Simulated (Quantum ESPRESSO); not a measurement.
Si6GeC, input and log of a self-consistent run

Simulated, not a measurement. The program is pw.x of Quantum ESPRESSO 7.5 (plane-wave density functional theory). The cell is made up: 8 atoms on a zincblende/diamond lattice, with randomly drawn elements, strain and displacements, not relaxed. PseudoDojo standard norm-conserving files (v0.5 for PBE, v0.4.1 for LDA and PBEsol) set the functional; there is no spin polarisation, spin-orbit coupling or dispersion term, and the masses in the input are unused placeholders.

Input:

```
&control calculation='scf', pseudo_dir='./dojo.nc.sr.pbe.v0_5.standard.upf', outdir='./o', disk_io='low', tprnfor=.true., tstress=.true. /
&system ibrav=0, nat=8, ntyp=3, nbnd=31, ecutwfc=82.02448710, nosym=.true., tot_charge=0,
 occupations='smearing', smearing='fd', degauss=0.0073498644
/
&electrons conv_thr=7.350e-09, electron_maxstep=60, /
ATOMIC_SPECIES
C 1.0 C.upf
Ge 1.0 Ge.upf
Si 1.0 Si.upf
CELL_PARAMETERS angstrom
5.7295 -0.0004 -0.0784
-0.0004 5.6848 -0.0683
-0.0784 -0.0683 5.6603
ATOMIC_POSITIONS angstrom
Si 0.0044 -0.081 -0.0121
Si -0.0389 2.9111 2.8529
Ge 3.0513 -0.1106 2.7268
Si 2.9024 2.7407 -0.1567
Si 1.4501 1.4709 1.2231
Si 1.3212 4.0641 4.2367
Si 4.2807 1.3677 4.1135
C 4.128 4.1411 1.3367
K_POINTS automatic
6 6 6 1 1 1
```

The log is shortened where brackets say so; the opening notice, blank lines, dates and the lines on written files are dropped, and the path of the files is cut. It prints rydbergs, bohrs and kilobars, and counts compression as positive stress.

```
     Program PWSCF v.7.5
     Parallel version (MPI & OpenMP), running on       4 processor cores
     Number of MPI processes:                 4
     Threads/MPI process:                     1
     [start-up lines left out]
     bravais-lattice index     =            0
     lattice parameter (alat)  =      10.8282  a.u.
     unit-cell volume          =    1243.7201 (a.u.)^3
     number of atoms/cell      =            8
     number of atomic types    =            3
     number of electrons       =        42.00
     number of Kohn-Sham states=           31
     kinetic-energy cutoff     =      82.0245  Ry
     charge density cutoff     =     328.0979  Ry
     scf convergence threshold =      7.3E-09
     mixing beta               =       0.7000
     number of iterations used =            8  plain     mixing
     Exchange-correlation= PBE
                           (   1   4   3   4   0   0   0)
     [axes and pseudopotential details left out]
   Cartesian axes
     site n.     atom                  positions (alat units)
         1        Si     tau(   1) = (   0.0007679  -0.0141360  -0.0021117  )
         2        Si     tau(   2) = (  -0.0067888   0.5080421   0.4978851  )
         3        Ge     tau(   3) = (   0.5325097  -0.0193018   0.4758783  )
         4        Si     tau(   4) = (   0.5065238   0.4783041  -0.0273471  )
         5        Si     tau(   5) = (   0.2530699   0.2566999   0.2134541  )
         6        Si     tau(   6) = (   0.2305745   0.7092625   0.7393845  )
         7        Si     tau(   7) = (   0.7470633   0.2386896   0.7178837  )
         8        C      tau(   8) = (   0.7204143   0.7227005   0.2332795  )
     number of k points=   108  Fermi-Dirac smearing, width (Ry)=  0.0073
     Number of k-points >= 100: set verbosity='high' to print them.
     Dense  grid:   124819 G-vectors     FFT dimensions: (  64,  64,  64)
     Estimated max dynamical RAM per process >     350.18 MB
     Estimated total dynamical RAM >       1.28 GB
     Initial potential from superposition of free atoms
     starting charge      41.9955, renormalised to      42.0000
     Starting wfcs are   37 randomized atomic wfcs
     total cpu time spent up to now is        7.5 secs
     per-process dynamical memory:   296.0 Mb
     Self-consistent Calculation
     iteration #  1     ecut=    82.02 Ry     beta= 0.70
     Davidson diagonalization with overlap
     ethr =  1.00E-02,  avg # of iterations =  3.0
     Threshold (ethr) on eigenvalues was too large:
     Diagonalizing with lowered threshold
     Davidson diagonalization with overlap
     ethr =  8.36E-04,  avg # of iterations =  1.7
     total cpu time spent up to now is       38.1 secs
     total energy              =    -240.94646828 Ry
     estimated scf accuracy    <       0.35926096 Ry
     iteration #  2     ecut=    82.02 Ry     beta= 0.70
     Davidson diagonalization with overlap
     ethr =  8.55E-04,  avg # of iterations =  5.6
     total cpu time spent up to now is       55.3 secs
     total energy              =    -240.87851331 Ry
     estimated scf accuracy    <       1.19346097 Ry
     iteration #  3     ecut=    82.02 Ry     beta= 0.70
     Davidson diagonalization with overlap
     ethr =  8.55E-04,  avg # of iterations =  3.0
     total cpu time spent up to now is       75.1 secs
     total energy              =    -241.07330348 Ry
     estimated scf accuracy    <       0.02960900 Ry
     iteration #  4     ecut=    82.02 Ry     beta= 0.70
     Davidson diagonalization with overlap
     ethr =  7.05E-05,  avg # of iterations =  5.5
     total cpu time spent up to now is       99.4 secs
     total energy              =    -241.07973591 Ry
     estimated scf accuracy    <       0.00630045 Ry
     iteration #  5     ecut=    82.02 Ry     beta= 0.70
     Davidson diagonalization with overlap
     ethr =  1.50E-05,  avg # of iterations =  5.7
     total cpu time spent up to now is      122.3 secs
     total energy              =    -241.08081164 Ry
     estimated scf accuracy    <       0.00115652 Ry
     iteration #  6     ecut=    82.02 Ry     beta= 0.70
     Davidson diagonalization with overlap
     ethr =  2.75E-06,  avg # of iterations =  5.8
     total cpu time spent up to now is      144.8 secs
     total energy              =    -241.08098232 Ry
     estimated scf accuracy    <       0.00011138 Ry
     iteration #  7     ecut=    82.02 Ry     beta= 0.70
     Davidson diagonalization with overlap
     ethr =  2.65E-07,  avg # of iterations =  2.1
     total cpu time spent up to now is      164.5 secs
     total energy              =    -241.08100491 Ry
     estimated scf accuracy    <       0.00000235 Ry
     iteration #  8     ecut=    82.02 Ry     beta= 0.70
     Davidson diagonalization with overlap
     ethr =  5.59E-09,  avg # of iterations =  4.2
     total cpu time spent up to now is      189.3 secs
     total energy              =    -241.08100597 Ry
     estimated scf accuracy    <       0.00000220 Ry
     iteration #  9     ecut=    82.02 Ry     beta= 0.70
     Davidson diagonalization with overlap
     ethr =  5.23E-09,  avg # of iterations =  2.0
     total cpu time spent up to now is      208.5 secs
     total energy              =    -241.08100620 Ry
     estimated scf accuracy    <       0.00000022 Ry
     iteration # 10     ecut=    82.02 Ry     beta= 0.70
     Davidson diagonalization with overlap
     ethr =  5.12E-10,  avg # of iterations =  2.3
     total cpu time spent up to now is      228.8 secs
     total energy              =    -241.08100625 Ry
     estimated scf accuracy    <          8.9E-09 Ry
     iteration # 11     ecut=    82.02 Ry     beta= 0.70
     Davidson diagonalization with overlap
     ethr =  2.11E-11,  avg # of iterations =  4.0
     total cpu time spent up to now is      251.9 secs
     End of self-consistent calculation
     Number of k-points >= 100: set verbosity='high' to print the bands.
     the Fermi energy is     4.8094 ev
!    total energy              =    -241.08100625 Ry
     estimated scf accuracy    <          6.4E-09 Ry
     smearing contrib. (-TS)   =      -0.00176976 Ry
     internal energy E=F+TS    =    -241.07923649 Ry
     The total energy is F=E-TS. E is the sum of the following terms:
     one-electron contribution =    -127.38908975 Ry
     hartree contribution      =      82.35125023 Ry
     xc contribution           =     -65.39750255 Ry
     ewald contribution        =    -130.64389442 Ry
     convergence has been achieved in  11 iterations
     Forces acting on atoms (cartesian axes, Ry/au):
     atom    1 type  3   force =    -0.02645129   -0.00535671    0.02410599
     atom    2 type  3   force =    -0.05524246   -0.03342461   -0.09385601
     atom    3 type  2   force =    -0.05275977   -0.04496876   -0.05423185
     atom    4 type  3   force =     0.02231743    0.04886058    0.05028899
     atom    5 type  3   force =    -0.01319968   -0.02870899    0.04979291
     atom    6 type  3   force =     0.04607261    0.06107684    0.00700956
     atom    7 type  3   force =     0.04313766   -0.00001055    0.01800413
     atom    8 type  1   force =     0.03612550    0.00253220   -0.00111371
     Total force =     0.200814     Total SCF correction =     0.000176
     Computing stress (Cartesian axis) and pressure
          total   stress  (Ry/bohr**3)                   (kbar)     P=     -109.68
  -0.00076012   0.00011438   0.00011434         -111.82       16.83       16.82
   0.00011438  -0.00074785   0.00007820           16.83     -110.01       11.50
   0.00011434   0.00007820  -0.00072871           16.82       11.50     -107.20
     init_run     :      6.70s CPU      6.99s WALL (       1 calls)
     electrons    :    243.59s CPU    244.50s WALL (       1 calls)
     forces       :      2.86s CPU      2.87s WALL (       1 calls)
     stress       :      8.41s CPU      8.42s WALL (       1 calls)
     [timing details left out]
     PWSCF        :   4m22.10s CPU   4m23.43s WALL
     JOB DONE.
```

In other units: free energy -3280.074 eV for the cell, pressure -10.97 GPa, largest force component 2.413 eV/Å. A rerun of a related cell, with the same atoms placed differently, at 1347 eV and a 8 x 8 x 8 mesh moved values by no more than 0.002 eV in energy, 0.02 GPa in stress and 0.012 eV/Å in force.